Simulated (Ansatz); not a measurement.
Starting cell, PtSe₂ (CdI2 type):

```
CELL_PARAMETERS angstrom
      3.77238     0.00000     0.00000
     -1.88619     3.26698     0.00000
      0.00000     0.00000     4.81834
ATOMIC_POSITIONS crystal
  Pt 0.00000 0.00000 0.00000
  Se 0.66667 0.33333 0.26556
  Se 0.33333 0.66667 0.73444
```

In this cell atom 1 (Pt, nearest neighbour Se at 2.526 Å; its periodic images, 3.8 Å or more away, move with it) is moved by s along Cartesian [111], unit vector (0.577, 0.577, 0.577); all other atoms and the cell stay fixed.

Method: PBE-D3(BJ) (plane waves to 420 eV, PAW, scalar-relativistic; Ansatz, an electronic-structure program). k mesh 11×11×8 (Γ-centred), Fermi-Dirac smearing 0.05 eV. Energies are smeared free energies. Left out: 2 of 11 points, with atoms too close for the PAW data. With partly filled bands, energies and forces of such displacements shift with the k mesh and the smearing. PtSe2 is run without spin polarisation. PtSe2 was relaxed with its symmetry unable to fall. Spin-orbit coupling is left out, though Pt is heavy. The zero of ΔE is the undisplaced structure. The last digit holds for this mesh only.

```
s (Å)   ΔE (meV/cell)
------  -------------
-0.608         3521.2
-0.456         1752.0
-0.304          720.7
-0.152          171.5
0.000             0.0
0.152           171.5
0.304           720.7
0.456          1752.0
0.608          3521.2
```

### Question
What force constant k = d²E/ds² at s = 0 does the table give?

### Answer
15 eV/Å². It is the second difference of the nearest points, corrected with the next pair.

### Question
With k = 14.60 eV/Å² from the forces, is the well harmonic out to s = 0.608 Å?

### Answer
½ks² = 2698 meV/cell against the computed 3521 meV/cell, so the well is stiffer than harmonic there.

(A displaced cell: forces are minus the slopes of the energy, force constants its curvatures, and phonons follow from these.)
